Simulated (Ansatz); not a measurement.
Consider the following.

TaSi₂:
```cif
data_Si2Ta
_chemical_formula_sum 'Ta1 Si2'
_space_group_name_H-M_alt 'P6/mmm'
_space_group_IT_number 191
_space_group_name_Hall '-P 6 2'
_cell_length_a 4.40029
_cell_length_b 4.40029
_cell_length_c 2.65420
_cell_angle_alpha 90.000
_cell_angle_beta 90.000
_cell_angle_gamma 120.000
loop_
_atom_site_label
_atom_site_type_symbol
_atom_site_symmetry_multiplicity
_atom_site_Wyckoff_symbol
_atom_site_fract_x
_atom_site_fract_y
_atom_site_fract_z
_atom_site_occupancy
Ta1 Ta 1 a 0.00000 0.00000 0.00000 1
Si1 Si 2 d 0.33333 0.66667 0.50000 1
```

This is the PBE-relaxed structure.

Problem. All from the program Ansatz at the PBE level (PAW), unless another level is named. Give the electronic character.

Solution. metallic (no gap).

Problem. Give the formation energy from the elements (no fitted shifts).

Solution. 1.8 kJ/mol of atoms.

Problem. Predict the density of states at the Fermi level.

Solution. 0.48 states/eV per atom (mean over ±0.08 eV).

A made-up cell: these elements were put on the sites of a structure type; neither database checked (COD, Materials Project) lists it. COD files the formula under space group No. 180, 181, so this cell is another polymorph or a model. Its standing as an ambient phase is unchecked. The cell was relaxed with PBE under the symmetry of its start; whether a distortion lowers the energy is not shown. The run is not spin-polarised. The references are the lowest solids computed at this level, not always the standard phases. Spin–orbit coupling is left out wherever it is not named.

Potentials: the later of the program's two PAW sets.
